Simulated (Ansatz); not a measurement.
Input and output of a single-point calculation on a 6-atom cell of SiO2 built on the rutile structure (relaxed group P4_2/mnm) (the plane-wave code Ansatz, PBE0). The cell was relaxed beforehand with r2SCAN.

The input:
```yaml
crystal:
  lattice:
    - [4.1851909281, 0.0, 0.0]
    - [0.0, 4.1851909281, 0.0]
    - [0.0, 0.0, 2.6688388331]
  atoms:
    - { symbol: Si, position: [0.5, 0.5, 0.5] }
    - { symbol: Si, position: [0.0, 0.0, 0.0] }
    - { symbol: O, position: [0.193898886, 0.806101114, 0.5] }
    - { symbol: O, position: [0.806101114, 0.193898886, 0.5] }
    - { symbol: O, position: [0.306101114, 0.306101114, 0.0] }
    - { symbol: O, position: [0.693898886, 0.693898886, 0.0] }
kpoints:
  mp_grid: { grid: [4, 4, 6] }
  band_path:
    path:
      - [0.0, 0.0, 0.0]
      - [0.0, 0.5, 0.0]
      - [0.5, 0.5, 0.0]
      - [0.0, 0.0, 0.5]
      - [0.0, 0.5, 0.5]
      - [0.5, 0.5, 0.5]
    npoints: 1
hamiltonian:
  xc: pbe0
scf:
  occupations: { method: fixed }
  n_extra_bands: 5
output:
  forces: true
  stress: true
  eigenvalues: true
```

**Question.** It took 12 s on 1 × NVIDIA H100 80GB HBM3 with 2 threads of AMD EPYC 7R13 Processor (Zen 3), on a shared host, load about 3.3 per core. What peak of host memory did it reach?

**Answer.** About 1.8 GiB.

The log, with set-up remarks and timings taken out:
```
scf.n_extra_bands = 5 over 16 filled bands (N_el = 32.0): the run solves 21 bands
Functional definition: PBE0
Crystal: 6 atoms, lattice volume = 46.747 Å³
Basis set: ecut = 420 eV, 913 PW (Γ)
Symmetry: 16 space group operations
Space group: P42/mnm (ITA 136)
k-points: 24 of 96
[warm-up without exact exchange]
SCF 1 stopped early in 2 iterations: F = -3546.985813 eV  dr2 = 2.74e-4
[exact exchange on]
Exchange kernel: α = 0.2500, full range, Wigner–Seitz truncation, v(0) = 9322.5006 eV·Å³, q-mesh 4×4×6
preconditioner: auto → none  [insulator: Δε(μ)=8.447 eV  ℏωp=30.7 eV]
SCF 2 stopped early in 6 iterations: F = -3548.546184 eV  dr2 = 1.79e-6
hybrid outer 1: dexx = +1.389e-2 eV, tail = 2.09e-5 eV
SCF 3 converged in 4 iterations: F = -3548.546256 eV  dr2 = 2.80e-9
hybrid outer 2: dexx = +3.449e-7 eV, tail = 1.09e-8 eV, Δε = 2.51e-3 eV, ΔF = 1.72e-3 eV/Å
Free energy (F): -3548.546256 eV
Fermi energy:    8.742789 eV
--- Per-component energies (eV) ---
  E_band       = -7.679307
  E_kinetic    = 818.769407
  E_local      = -1220.516039
  E_nonlocal   = 230.749132
  E_hartree    = 435.329243
  E_xc         = -318.734773
  E_vxc        = -371.302274
  E_exx        = -106.088077
  E_paw        = -1650.866986
  E_vpaw       = -123.873118
  E_ewald      = -1736.983769
  E_core_change = -0.214479
--- Forces (eV/Å), atoms counted from 1 ---
  atom   1  Si      0.00000      0.00000      0.00000
  atom   2  Si      0.00000      0.00000      0.00000
  atom   3  O     -0.04344      0.04344      0.00000
  atom   4  O       0.04344    -0.04344      0.00000
  atom   5  O       0.04344      0.04344      0.00000
  atom   6  O     -0.04344    -0.04344      0.00000
--- Stress (GPa, compression-positive) ---
       -1.650432       0.000000       0.000000
        0.000000      -1.650432       0.000000
        0.000000       0.000000      -2.530196
  P = ⅓ Tr σ = -1.9437 GPa (-19.437 kbar)
--- Band table (eV; the first three rows and the last of 24) ---
  k-point 0: bands = […, 5.6793, 5.6793, 6.3359, 7.9217, 7.9217, 8.7428, 17.1740, 18.2552, 20.1361, 20.1361, …]
  k-point 1: bands = […, 4.4734, 4.4734, 5.1459, 7.6205, 7.6205, 8.3790, 18.4032, 20.1886, 21.7196, 21.7196, …]
  k-point 2: bands = […, 3.3360, 3.6042, 3.7646, 6.7178, 6.7178, 7.2325, 19.7052, 22.3089, 22.4794, 24.2430, …]
  k-point 23: bands = […, 4.2657, 4.2657, 6.9372, 6.9372, 7.0831, 7.0831, 18.8356, 18.8356, 22.6889, 22.6889, …]
```

The rows of the band table are 0: (0, 0, 0) = Γ, 1: (0, 0, 1/6), 2: (0, 0, 1/3), 23: (-1/2, -1/2, -1/2) = A.

Levels at the listed points, from bands.tsv (eV from the Fermi energy, bands near the gap, counted from 0):
```tsv
# k_distance	band_11	band_12	band_13	band_14	band_15	band_16	band_17	band_18	band_19
# fermi_ev = 8.742789
# [0, 0, 0] at k_distance = 0.000000
# [0, 0.5, 0] at k_distance = 0.750645
# [0.5, 0.5, 0] at k_distance = 1.501290
# [0, 0, 0.5] at k_distance = 3.086405
# [0, 0.5, 0.5] at k_distance = 3.837050
# [0.5, 0.5, 0.5] at k_distance = 4.587695
# levels_relative_to = fermi_ev
0.000	-3.064	-2.407	-0.821	-0.821	0.000	8.431	9.512	11.393	11.393
0.751	-4.018	-2.588	-2.588	-1.085	-1.085	10.677	10.677	11.995	11.995
1.501	-3.203	-2.707	-2.707	-2.425	-2.425	10.359	10.359	13.062	13.062
3.086	-4.624	-3.244	-3.244	-2.836	-2.836	12.160	12.160	15.735	15.735
3.837	-4.057	-2.271	-2.271	-1.853	-1.853	11.774	11.774	12.838	12.838
4.588	-4.477	-1.806	-1.806	-1.660	-1.660	10.093	10.093	13.946	13.946
```
In order the rows are Γ, X, M, Z, R, A.

PBE0 gives a direct gap of 8.43 eV at Γ. The mean pressure at these positions is -1.9 GPa, compression counted positive. The stress of a hybrid is loosely converged here. The largest force is 0.06 eV/Å.

No spin polarisation and no zero-point or thermal motion.

The meshes of the hybrids are coarse, so their gaps aren't converged to the digits shown.
